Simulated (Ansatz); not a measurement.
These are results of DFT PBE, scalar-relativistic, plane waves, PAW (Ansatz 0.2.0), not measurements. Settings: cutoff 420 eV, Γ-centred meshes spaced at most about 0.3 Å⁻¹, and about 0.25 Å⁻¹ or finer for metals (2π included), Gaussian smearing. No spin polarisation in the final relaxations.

Temperature and zero-point effects are left out. All come from trial cells, and lower structures may exist.

Problem. Order these relaxed structures of Li2B by energy, lowest first, with the energy over the lowest of them.
1.

Space group Immm (No. 71). a = 2.085 Å, b = 3.770 Å, c = 7.099 Å, α = 90.00°, β = 90.00°, γ = 90.00°
```csv
atom,site,symmetry,x,y,z
Li,4i,mm2,0.5000,0.5000,0.8450
B,2a,mmm,0.0000,0.0000,0.0000
```

2.

Space group I4/mmm (No. 139). a = 2.315 Å, b = 2.315 Å, c = 11.761 Å, α = 90.00°, β = 90.00°, γ = 90.00°
```csv
atom,site,symmetry,x,y,z
Li,4e,4mm,0.0000,0.0000,0.1346
B,2b,4/mmm,0.5000,0.5000,0.0000
```

3.

Space group I4/mcm (No. 140). a = 6.393 Å, b = 6.393 Å, c = 3.262 Å, α = 90.00°, β = 90.00°, γ = 90.00°
```json
{"atom": "Li", "site": "8h", "symmetry": "m.2m", "x": "0.1585", "y": "0.3415", "z": "0.5000"}
{"atom": "B", "site": "4a", "symmetry": "422", "x": "0.0000", "y": "0.0000", "z": "0.7500"}
```

4.

Space group P6/mmm (No. 191). a = 3.870 Å, b = 3.870 Å, c = 2.054 Å, α = 90.00°, β = 90.00°, γ = 120.00°
```tsv
atom	site	symmetry	x	y	z
Li	2d	-6m2	0.3333	0.6667	0.5000
B	1a	6/mmm	0.0000	0.0000	0.0000
```

Solution. 3 (0 meV/atom), 4 (316 meV/atom), 1 (370 meV/atom), 2 (382 meV/atom). Forms: 3 I4/mcm; 4 P6/mmm; 1 Immm; 2 I4/mmm. Counting B atoms around Li (those within 1.25 times the shortest such distance or 1.15 times the sum of covalent radii; the shortest distance is added where it exceeds 1.18 times the sum of covalent radii): cell 3 has Li 4 from 2.5 Å; cell 4 has Li 6; cell 1 has Li 5; cell 2 has Li 4. Cell 3 holds B–B chains (shortest 1.63 Å) (bonds between like non-metal atoms; other contacts aren't counted). Even the lowest lies +0.04 eV/atom against the elements.

The k mesh leaves some 4 meV/atom of noise in the energy of each metallic cell. A magnetic state wasn't ruled out in cells without spin, among them P6/mmm, Immm, I4/mmm. Cells relaxed within their symmetry can be saddle points. Some structure types and database cells were kept out of the candidates from the start, so a known form may be missing.
